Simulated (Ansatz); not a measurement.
Ga:
Space group Cmce (No. 64); a = 4.424 Å, b = 7.493 Å, c = 4.434 Å, α = β = γ = 90.00°

| atom | site | symmetry | x | y | z |
|---|---|---|---|---|---|
| Ga | 8f | m.. | 0.0000 | 0.3441 | 0.4153 |
(The calculation used a cell of 4 atoms; values per cell refer to that cell.)

Relaxed with LDA.

Question: Which orbitals make up the states near the Fermi level in DFT-LDA in the program Ansatz with PAW potentials?

Answer: Within 0.5 eV of the Fermi level: Ga 4p 81 %, Ga 4s 16 %. Projections are on Löwdin-orthogonalised atomic valence shells; empty p or d shells of many metals are not among them.

Question: Tabulate the density of states.

Answer: States/eV per cell of 4 atoms, in 0.25 eV bins, energy from the Fermi level.

```csv
E (eV),total,Ga 4p,Ga 4s,Ga 3d
-7.85,0.86,0.40,0.44,0.01
-7.60,0.92,0.42,0.48,0.01
-7.35,1.10,0.50,0.58,0.02
-7.10,1.11,0.51,0.58,0.02
-6.85,0.95,0.44,0.49,0.01
-6.60,0.71,0.34,0.36,0.01
-6.35,1.01,0.50,0.49,0.01
-6.10,1.11,0.56,0.53,0.01
-5.85,1.08,0.55,0.52,0.01
-5.60,1.22,0.64,0.56,0.01
-5.35,1.21,0.63,0.56,0.01
-5.10,1.17,0.60,0.55,0.01
-4.85,1.12,0.58,0.53,0.01
-4.60,1.08,0.55,0.52,0.01
-4.35,1.03,0.53,0.49,0.01
-4.10,0.90,0.49,0.39,0.01
-3.85,0.93,0.56,0.35,0.01
-3.60,1.06,0.70,0.34,0.01
-3.35,1.37,0.92,0.43,0.01
-3.10,1.46,1.02,0.42,0.01
-2.85,1.33,0.97,0.33,0.01
-2.60,1.31,1.00,0.30,0.01
-2.35,1.35,1.06,0.27,0.01
-2.10,1.44,1.17,0.25,0.01
-1.85,1.65,1.38,0.25,0.01
-1.60,1.94,1.65,0.26,0.02
-1.35,2.06,1.77,0.25,0.02
-1.10,1.78,1.52,0.23,0.01
-0.85,1.55,1.33,0.20,0.01
-0.60,1.40,1.19,0.19,0.01
-0.35,1.15,0.96,0.16,0.01
-0.10,0.80,0.65,0.13,0.01
0.15,0.48,0.38,0.08,0.00
0.40,0.71,0.55,0.14,0.01
0.65,1.22,0.85,0.33,0.01
0.90,1.54,0.97,0.51,0.01
1.15,2.15,1.32,0.74,0.02
1.40,2.07,1.32,0.67,0.02
1.65,1.81,1.21,0.52,0.01
1.90,1.47,1.00,0.41,0.01
2.15,1.37,0.94,0.37,0.01
2.40,1.60,1.10,0.41,0.01
2.65,1.72,1.21,0.42,0.01
2.90,1.77,1.25,0.41,0.01
3.15,1.92,1.35,0.44,0.01
3.40,1.84,1.31,0.40,0.01
3.65,1.66,1.20,0.33,0.01
3.90,1.93,1.42,0.35,0.01
4.15,1.85,1.34,0.35,0.01
4.40,1.81,1.32,0.32,0.01
```

The LDA relaxation kept the symmetry of its start. Axis ratios of metals converge slowly with the k-mesh, so a and c are less sure than the volume. Spin–orbit coupling is left out wherever it is not named.

Potentials: the later of the program's two PAW sets.
